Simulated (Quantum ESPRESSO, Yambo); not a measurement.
MgS (rock salt, space group Fm-3m, No. 225): one geometry, one set of PBEsol (pw.x of Quantum ESPRESSO, ONCV potentials, without SOC) orbitals, self-energies from Yambo (6×6×6 Γ-centred k mesh, bands 5 to 80 and a 10 Ry block in the screening, 80 bands in G with the Bruneval-Gonze terminator, plasmon pole fitted at 27.2 eV).

| level | gap Γ → X (eV) | direct gap at Γ (eV) |
|---|---|---|
| PBEsol (Quantum ESPRESSO) | 2.73 | 3.68 |
| exchange only (Hartree-Fock self-energy on PBEsol orbitals) | (withheld) | (withheld) |
| static COHSEX@PBEsol | (withheld) | (withheld) |
| G0W0@PBEsol, plasmon pole | 4.54 | 5.37 |

Complete the blanks.


- exchange only (Hartree-Fock self-energy on PBEsol orbitals), gap Γ → X (eV): 10.01
- exchange only (Hartree-Fock self-energy on PBEsol orbitals), direct gap at Γ (eV): 11.25
- static COHSEX@PBEsol, gap Γ → X (eV): 5.72
- static COHSEX@PBEsol, direct gap at Γ (eV): 6.39

Bare exchange has no screening and gives the widest gap; static COHSEX screens it but leaves out the frequency dependence, which G0W0 restores.

Nearest settings tried, and what they do to the gap: 49 bands in G: +1 meV; 49 bands in W, 49 bands in G: -33 meV; 8 Ry block (113 vectors against 169): -44 meV. Not varied: mesh. So the settings aren't converged at that level.

Geometry relaxed with PBEsol; primitive cell a = 3.665 Å, b = 3.665 Å, c = 3.665 Å, α = 60.00°, β = 60.00°, γ = 60.00°.
